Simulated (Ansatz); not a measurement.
TePb:
```
TePb
1.0
    0.00000     3.56197     3.56197
    3.56197     0.00000     3.56197
    3.56197     3.56197     0.00000
Te Pb
1 1
Cartesian
  5.34296   5.34296   5.34296
  0.00000   0.00000   0.00000
```

Relaxed with LDA. Special points in fractions of this cell's reciprocal vectors: Γ (0.000, 0.000, 0.000); X (0.500, 0.000, 0.500); U (0.625, 0.250, 0.625); K (0.375, 0.375, 0.750); L (0.500, 0.500, 0.500); W (0.500, 0.250, 0.750).

List the band energies nearest the valence-band maximum at these points for DFT-LDA in the program Ansatz with PAW potentials.

In eV from the valence-band maximum; about four levels below and three above (degenerate sets whole), none deeper than 8.9 eV; points with the same levels are listed once.

| k | below | above |
|---|---|---|
| Γ | -6.22 -1.63 -1.63 -1.63 | 1.38 1.38 1.38 |
| X | -8.66 -3.00 -3.00 -0.72 | 0.30 4.53 4.53 |
| U | -8.59 -3.44 -2.78 -0.51 | 1.40 3.57 3.73 |
| L | -8.10 -2.25 -2.25 -2.17 | 2.23 2.23 3.81 |
| W | -8.65 -3.28 -3.21 0.00 | 1.77 2.53 3.61 |

Space group F-43m (zinc blende). A made-up cell: these elements were put on the sites of a structure type; neither database checked (COD, Materials Project) lists it. It is not the phase usual at ambient conditions (space group No. 225). Symmetry was held in the LDA relaxation. At this level the phase is mechanically unstable. Spin–orbit coupling is left out wherever it is not named.

Potentials: the later of the program's two PAW sets.
